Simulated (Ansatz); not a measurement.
# Course of a relaxation: K₃SbI

The cell of K₃SbI is invented: random cell by space group and Wyckoff sites (P4/mmm, No. 123). Lengths were set from tabulated atomic sizes, so they are only a guess.

```
CELL_PARAMETERS angstrom
5.15793 0.00000 0.00000
0.00000 5.15793 0.00000
0.00000 0.00000 7.55275
ATOMIC_POSITIONS crystal
K 0.00000 0.50000 0.00000
K 0.50000 0.00000 0.00000
K 0.50000 0.50000 0.50000
Sb 0.00000 0.00000 0.50000
I 0.00000 0.00000 0.00000
```

Theory: DFT PBE, scalar-relativistic, plane waves, PAW in Ansatz. Cutoff 420 eV, Gaussian smearing, Γ-centred meshes. Cell and atoms relax first on a coarse mesh and then on a finer one. In between, the cell is made exact in the group found at 0.06 Å. In metals the finer mesh still leaves noise of several meV/atom or more. The steps can't lower the symmetry of their start. No spin polarisation.

Steps on the 4×4×2 mesh (5 atoms, 9 steps). The free energy counts from the last step; the plane-wave basis is renewed at times, which shifts energy and pressure.

```
step  ΔF (meV/atom)  V (Å³/atom)  P (GPa)
   1          874.8        40.19    12.28
   2          478.7        43.81     7.15
   3          231.4        47.19     3.85
   4           89.9        50.12     1.68
   5           31.9        52.06     0.21
   6           13.6        52.06     0.83
   7            4.1        53.29     0.50
   8            0.1        55.92    -0.02
   9            0.0        55.92    -0.02
```

The relaxed structure, after a last relaxation on the converged mesh:

```
K Sb I
1.0
     6.48575    0.00000    0.00000
     0.00000    6.48575    0.00000
     0.00000    0.00000    6.47257
K Sb I
3 1 1
Direct
  0.00000 0.50000 0.00000
  0.50000 0.00000 0.00000
  0.50000 0.50000 0.50000
  0.00000 0.00000 0.50000
  0.00000 0.00000 0.00000
```

The symmetry stays P4/mmm (No. 123). The volume per atom grows by 35.5 %, from 40.2 to 54.5 Å³. The shortest distance goes from 2.58 Å (K–I) to 3.24 Å (Sb–I). The ratio c/a of the conventional cell changes by a factor of 0.68. The energy falls by about 0.86 eV/atom (the start's value is from the coarse mesh). K on a site of symmetry mmm has 2 I at 3.24 Å, 4 Sb at 4.58 Å and 8 K at 4.58–4.59 Å; around Sb lie 2 I at 3.24 Å and 12 K at 4.58–4.59 Å; I has 2 Sb at 3.24 Å and 4 K at 3.24 Å; 1 more site not described.

| Item | Value |
| --- | --- |
| Volume per atom | 54.45 Å³ |
| Density | 2.23 g/cm³ |
| Formation energy | −0.28 eV/atom |
| Gap on the 6×6×6 mesh of the 5-atom cell | 0 eV (a metal) |

The zero of energy is the elements' standard structures at the same level; no fitted shifts are applied.

The last run used Gaussian smearing of 0.10 eV. These runs have no spin–orbit coupling, which can matter for I and Sb. The cell is a metal run without spin; a magnetic state may lie lower. The reference form of I is held partly by dispersion forces, which this level lacks. A structure relaxed within its symmetry needn't be a true minimum. In all, the 4 runs took 3.4 min on 1 thread of Intel(R) Xeon(R) Platinum 8259CL CPU @ 2.50GHz (Skylake/Cascade Lake), with other jobs on the host.
